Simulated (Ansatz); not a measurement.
**SnAs: sound and stiffness along [100], [110] and [111]**

Level of theory: DFT LDA, scalar-relativistic, plane waves, PAW in Ansatz. Settings: 420 eV plane-wave cutoff, Γ-centred 12×12×12 mesh, Fermi-Dirac smearing of 0.15 eV. No spin polarisation.

The cell, relaxed at this level:
```xyz
2
Lattice="0.0000 2.8359 2.8359 2.8359 0.0000 2.8359 2.8359 2.8359 0.0000" Properties=species:S:1:pos:R:3 pbc="T T T"
Sn    0.0000    0.0000    0.0000
As    2.8359    2.8359    2.8359
```

In a metal, frequencies and elastic constants depend on the k mesh and the smearing, soft modes and shear constants most.

With ions relaxed, on the cubic axes: C11 = 171.0, C12 = 29.1, C44 = 30.6 GPa. The density is 7.049 g/cm³.

Question: Is the crystal stable against strain, and how anisotropic is it?

Answer: Born's conditions hold: C11 + 2C12 = 229.3, C11 − C12 = 141.8 and C44 = 30.6 GPa are all positive. B = (C11 + 2C12)/3 = 76.4 GPa. The two shear moduli are C44 and C′ = (C11 − C12)/2 = 70.9 GPa, so Zener's ratio is A = C44/C′ = 0.43: the shear C44 is the soft one, as in NaCl, KCl, the halide perovskites and the bcc metals V, Nb, Cr and Mo. The Cauchy pressure C12 − C44 is -1.4 GPa; it would vanish for pair forces between atoms on inversion centres at zero pressure, and here it is small.

Question: Give the sound speeds along the three symmetry directions.

Answer: The Christoffel equation gives ρv² for each branch:
```
direction branch                    ρv²    GPa v (m/s)
    [100]              L                    C11  171.0     4925
    [100]         T (×2) C44   30.6     2083
    [110]              L   (C11 + C12 + 2C44)/2  130.7     4305
    [110]   T, u ∥ [001]                    C44   30.6     2083
    [110]  T, u ∥ [1-10]          (C11 − C12)/2   70.9     3172
    [111]              L  (C11 + 2C12 + 4C44)/3  117.2     4078
    [111]         T (×2) (C11 − C12 + C44)/3   57.5     2856
```

Question: How does Young's modulus depend on direction?

Answer: Inverting gives S11 = 6.153, S12 = -0.896, S44 = 32.690 TPa⁻¹. Along a unit vector (l, m, n), 1/E = S11 − 2(S11 − S12 − S44/2)(l²m² + m²n² + n²l²), where the last bracket is 0, 1/4 and 1/3 for [100], [110] and [111]: E = 163, 93 and 81 GPa. With A < 1 the cube edge is stiffest. For a film on (001), the biaxial modulus is C11 + C12 − 2C12²/C11 = 190 GPa and the normal strain is −2C12/C11 = -0.34 times the in-plane one.

Cost: 2 runs of about 2.5 core-minutes in all, on AMD EPYC (Zen 3) (shared hosts).